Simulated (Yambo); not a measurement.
Yambo run on a free-standing CaHI monolayer (symmetry P4/nmm, slab cell 20.2 Å high). The wavefunctions come from this Quantum ESPRESSO step (PBEsol, PseudoDojo standard norm-conserving files, fully relativistic):

```
&CONTROL
  calculation = 'nscf'
  pseudo_dir = './pseudo'
  outdir = './out'
/
&SYSTEM
  ibrav = 0
  nat = 6
  ntyp = 3
  ecutwfc = 72.0
  ecutrho = 288.0
  occupations = 'fixed'
  force_symmorphic = .true.
  nbnd = 246
  noncolin = .true.
  lspinorb = .true.
  assume_isolated = '2D'
/
&ELECTRONS
  conv_thr = 6.000000000000001e-09
  diago_full_acc = .true.
  diago_thr_init = 1e-08
/
ATOMIC_SPECIES
H 1.0080 H.upf
Ca 40.0780 Ca.upf
I 126.9045 I.upf
CELL_PARAMETERS angstrom
  3.962523500000   0.000000000000   0.000000000000
  0.000000000000   3.962523500000   0.000000000000
  0.000000000000   0.000000000000  20.200000000000
ATOMIC_POSITIONS crystal
H   0.000000000000   0.500000000000   0.000000000000
H   0.500000000000   0.000000000000   0.000000000000
Ca   0.000000000000   0.000000000000   0.058862834100
Ca   0.500000000000   0.500000000000  -0.058862834100
I   0.500000000000   0.500000000000   0.136041625400
I   0.000000000000   0.000000000000  -0.136041625400
K_POINTS automatic
4 4 1 0 0 0
```

Yambo input:

```
rim_cut
gw0
dyson
el_el_corr
HF_and_locXC
ppa
em1d
rim_w
RandQpts= 1000000
RandGvec= 2 Ry
CUTGeo= "slab z"
EXXRLvcs= 72 Ry
VXCRLvcs= 288 Ry
Chimod= "HARTREE"
% BndsRnXp
 1 | 244 |
%
NGsBlkXp= 5 Ry
% LongDrXp
 1.0 | 1.0 | 0.0 |
%
RandGvecW= 668 mRy
PPAPntXp= 27.2114 eV
% GbndRnge
 1 | 244 |
%
GTermKind= "BG"
DysSolver= "n"
ExtendOut
% QPkrange
 1 | 1 | 34 | 38 |
 2 | 2 | 36 | 37 |
 3 | 3 | 36 | 37 |
 6 | 6 | 36 | 37 |
%
```

k points by index: 1 = Γ, 2 = (0, 0.25), 3 = X, 6 = M.

Table of the .qp output:

```
#    K-point    Band    Eo [eV]    E [eV]    E-Eo [eV]    Vxc [eV]    Vnlxc [eV]    Sc|Eo [eV]    Sc|E [eV]    dSc/dw|Eo [eV]    Re(Z)    Im(Z)
#
    1    34    -0.046739    -1.129742    -1.083004    -11.35554    -13.96364    1.275081    1.525099    -6.281123    0.812459    -0.001629
    1    35    -0.015351    -1.105727    -1.090377    -11.36761    -13.99195    1.282516    1.533969    -6.274493    0.812619    -0.001621
    1    36    -0.015351    -1.105727    -1.090377    -11.36761    -13.99195    1.282516    1.533969    -6.274493    0.812619    -0.001621
    1    37    3.582944    5.200824    1.617880    -11.39727    -5.984359    -3.428720    -3.795028    -6.160084    0.815404    -0.001957
    1    38    3.582944    5.200824    1.617880    -11.39727    -5.984359    -3.428720    -3.795028    -6.160084    0.815404    -0.001957
    2    36    0.000000    -1.102525    -1.102525    -11.24297    -13.91654    1.314610    1.571050    -6.328411    0.811313    -0.001656
    2    37    3.960416    5.643379    1.682963    -11.54257    -5.970840    -3.502416    -3.888765    -6.245869    0.813313    -0.001924
    3    36    -0.081658    -1.119411    -1.037753    -11.37945    -13.91080    1.253117    1.493594    -6.304869    0.811883    -0.001630
    3    37    4.118830    5.801157    1.682327    -11.36164    -5.692378    -3.597951    -3.986938    -6.290734    0.812223    -0.002162
    6    36    -1.134284    -2.269954    -1.135670    -10.75471    -13.60994    1.444976    1.719557    -6.578528    0.805309    -0.001283
    6    37    3.701696    4.898338    1.196642    -9.484418    -4.917936    -3.112833    -3.369840    -5.843246    0.823220    -0.001876
```
(The two width columns are left out.) Convergence of these settings isn't established.

Geometry relaxed with PBEsol.

This is a model layer cut from the bulk structure; whether it is stable on its own was not checked.
